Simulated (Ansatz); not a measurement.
# FeNi3: 57Fe Mössbauer parameters

Cell: an entry of the Crystallography Open Database (COD), ions relaxed with PBE at fixed cell.

```
Fe Ni
1.0
     3.54500    0.00000    0.00000
     0.00000    3.54500    0.00000
     0.00000    0.00000    3.54500
Fe Ni
1 3
Direct
  0.00000 0.00000 0.00000
  0.00000 0.50000 0.50000
  0.50000 0.00000 0.50000
  0.50000 0.50000 0.00000
```

Sites (sets of like atoms) are named by element and the number of their first atom in this list.

All values are calculated (Ansatz; DFT, PBE, plane waves and PAW, scalar-relativistic, collinear spin, 420 eV cutoff, Γ-centred 9×9×9 k-points, Fermi–Dirac smearing 0.05 eV), not measured. Start moments as typed (μB): 3 -1.5 1.5 1.5 by atom.

Isomer shifts (against α-Fe) follow from the electron density at the nucleus, δ = α(ρ − ρ₀), with α = -0.366 mm s⁻¹ a₀³ and ρ₀ = 14904.00 a₀⁻³ from a line fitted to 10 measured compounds at this level of theory (rms miss 0.11 mm/s). ΔE_Q = ½eQV_zz(1 + η²/3)^½ with Q = 0.160 b for the 14.4 keV state. B_c is the Fermi-contact field along the atom's own moment; orbital and dipolar fields are not included.

(1) Where do the absorption lines lie when the magnetic splitting is averaged out (above the ordering temperature, with the gradients of this state)?

(2) And the six lines of Fe from the contact field alone, leaving the quadrupole term aside?

## Answers

(1) Fe (1 atom a cell): δ = -0.07, |ΔE_Q| = 0.00 mm/s, a single line at -0.07 mm/s.

(2) With |B_c| = 18.5 T and nuclear moments 0.090604 and -0.15532 μN the lines lie at -3.06, -1.80, -0.54, 0.41, 1.66, 2.92 mm/s, in the ratio 3:2:1:1:2:3 for a powder.

The run lost part of its start moments, as the program notes; a state with other moments may lie lower. The magnetic order is the one that the run reached from its start moments, not necessarily the measured one. Semilocal functionals underestimate the core's spin polarisation, so contact fields of ionic iron come out too small in magnitude.
